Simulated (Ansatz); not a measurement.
# VIn$_{2}$O$_{4}$ single point

input.yaml (Ansatz 0.2.0)

```yaml
crystal:
  lattice:
    - [0.0, 4.471765, 4.471765]
    - [4.471765, 0.0, 4.471765]
    - [4.471765, 4.471765, 0.0]
  atoms:
    - { symbol: In, position: [0.625, 0.625, 0.625] }
    - { symbol: In, position: [0.125, 0.625, 0.625] }
    - { symbol: In, position: [0.625, 0.625, 0.125] }
    - { symbol: In, position: [0.625, 0.125, 0.625] }
    - { symbol: O, position: [0.865, 0.865, 0.865] }
    - { symbol: O, position: [0.845, 0.385, 0.385] }
    - { symbol: O, position: [0.865, 0.865, 0.405] }
    - { symbol: O, position: [0.385, 0.845, 0.385] }
    - { symbol: O, position: [0.405, 0.865, 0.865] }
    - { symbol: O, position: [0.385, 0.385, 0.385] }
    - { symbol: O, position: [0.865, 0.405, 0.865] }
    - { symbol: O, position: [0.385, 0.385, 0.845] }
    - { symbol: V, position: [0.0, 0.0, 0.0] }
    - { symbol: V, position: [0.25, 0.25, 0.25] }
  symmetry: { tolerance: 0.0003 }
kpoints:
  mp_grid: { grid: [7, 7, 7], shift: [0, 0, 0] }
  band_path:
    path:
      - [0.375, 0.375, 0.75]
      - [0.0, 0.0, 0.0]
      - [0.5, 0.5, 0.5]
      - [0.5, 0.25, 0.75]
      - [0.5, 0.0, 0.5]
    npoints: 13
magnetization:
  spin_polarized: false
scf:
  occupations: { method: fermi_dirac }
  lower_state_search: "off"
  max_iter: 200
hamiltonian:
  pseudopotentials: { kind: paw }
  xc:
    exchange: { pbe: { weight: 1.0, kappa: 1.213, mu: 0.1927 } }
    correlation: pbesol
basis:
  ecutwfc: 420
  fft_grid_basis: typed
output:
  forces: true
  stress: true
  eigenvalues: true
  bader: true
  populations: true
  elf: true
  write_potential: true
  volumetric_format: npy
  dos:
    e_range: [-12, 8]
    de: 0.05
    projected: { site_lists: { In: [In], O: [O], V: [V] } }
checkpoint:
  read: saved_state
```

The saved state is an earlier solution for the same cell, perhaps on another mesh. 

Excerpt of what it printed:

```
SCF iter   1: F=—  Δρ=8.72e-4  dr2=5.41e-4
SCF iter   2: F=—  Δρ=2.65e-4  dr2=1.28e-4
SCF iter   3: F=—  Δρ=1.47e-4  dr2=5.01e-5
SCF iter   4: F=—  Δρ=1.03e-4  dr2=2.86e-5
SCF iter   5: F=—  Δρ=4.78e-5  dr2=6.09e-6
SCF iter   6: F=—  Δρ=1.09e-5  dr2=3.06e-7
SCF iter   7: F=-32716.5361 eV  Δρ=4.69e-6  dr2=4.81e-8
Free energy (F): -32716.5361 eV
Harris-Foulkes:  -32716.5361 eV  (|F-HF|=3.70e-8)
Internal energy: -32715.8921 eV  (E = F + TS)
E sigma→0 (E₀):  -32716.2141 eV
Entropy (-TS):   -0.6440 eV (-46.001 meV/atom)
Fermi energy:    12.4862 eV
--- Forces (eV/Å), atoms counted from 1 ---
  atom   1  In     0.0000     0.0000     0.0000
  atom   2  In     0.0000     0.0000     0.0000
  atom   3  In     0.0000     0.0000     0.0000
  atom   4  In     0.0000     0.0000     0.0000
  atom   5  O      1.2768     1.2768     1.2768
  atom   6  O     -1.2768     1.2768     1.2768
  atom   7  O     -1.2768    -1.2768     1.2768
  atom   8  O      1.2768    -1.2768     1.2768
  atom   9  O      1.2768    -1.2768    -1.2768
  atom  10  O     -1.2768    -1.2768    -1.2768
  atom  11  O     -1.2768     1.2768    -1.2768
  atom  12  O      1.2768     1.2768    -1.2768
  atom  13  V      0.0000     0.0000     0.0000
  atom  14  V      0.0000     0.0000     0.0000
--- Stress (GPa, compression-positive) ---
       13.5998       0.0000       0.0000
        0.0000      13.5998       0.0000
        0.0000       0.0000      13.5998
  P = ⅓ Tr σ = 13.5998 GPa (135.998 kbar)
--- Löwdin populations: 14 sites ---
  site symbol       q [e]
     0     In     11.9145
     1     In     11.9145
     2     In     11.9145
     3     In     11.9145
     4      O      6.7683
     5      O      6.7683
     6      O      6.7683
     7      O      6.7683
     8      O      6.7683
     9      O      6.7683
    10      O      6.7683
    11      O      6.7683
    12      V     11.8716
    13      V     11.8716
  spilling = 0.0036 (of n_electrons = 126.0000)
```

Total energies depend on the potentials used, so only differences within one code and one set of settings carry meaning.

Origin: a known structure type with other elements, at an estimated volume, so it need not be a known compound. Caveats: no spin polarisation, so a magnetic state may lie lower; atoms or cell far from equilibrium; forces of this functional can be a tenth off on these datasets.
